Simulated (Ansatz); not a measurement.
Li₂Pd: do energies and stresses tell the same story?

All numbers below come from Ansatz, DFT r2SCAN, scalar-relativistic, plane waves, PAW.

Settings: cutoff 500 eV, Γ-centred mesh 12×12×16 on the computed 3-atom cell, Gaussian smearing of 0.10 eV; no spin polarisation.

Relaxed cell: P6/mmm, a = 4.227 Å, b = 4.227 Å, c = 2.677 Å, α = 90.00°, β = 90.00°, γ = 120.00°, 3 atoms in the primitive cell. Whether it is the stable form of this composition wasn't checked.

Energies at zero smearing and pressures from the stress tensor, at volumes with shape and atoms relaxed:
```tsv
V (Å³/atom)	E − E(first) (meV/atom)	P (GPa)
12.154	0.00	8.65
12.568	-18.83	5.95
12.982	-31.18	3.64
13.397	-37.99	1.67
13.811	-40.04	-0.01
14.225	-38.05	-1.44
14.640	-32.60	-2.68
15.192	-20.82	-4.06
```

Check P = −dE/dV between neighbouring volumes, and get the bulk modulus from the pressures alone.

With 1 eV/Å³ = 160.2 GPa:
```tsv
middle V (Å³/atom)	−ΔE/ΔV (GPa)	mean P (GPa)
12.361	7.281	7.301
12.775	4.777	4.795
13.190	2.631	2.654
13.604	0.795	0.829
14.018	-0.771	-0.726
14.433	-2.105	-2.063
14.916	-3.417	-3.373
```

The two differ by 0.04 GPa at most. The mean of two end pressures misses the average over a step by about ΔV² P″/12, up to 0.04 GPa here; with that taken off 0.03 GPa remains. The stress is the derivative of the free energy, not of the energy at zero smearing, and with free energies 0.01 GPa remains. Around V = 13.811 Å³/atom, the two neighbours give B = −V ΔP/ΔV = 13.811 × 3.11 / 0.829 = 51.8 GPa, against B0 = 52.1 GPa from the Birch–Murnaghan fit of the energies.

Cost: 9 runs of about 14 core-minutes in all, on Intel Xeon Processor @ 2.50GHz (Skylake/Cascade Lake) (shared hosts).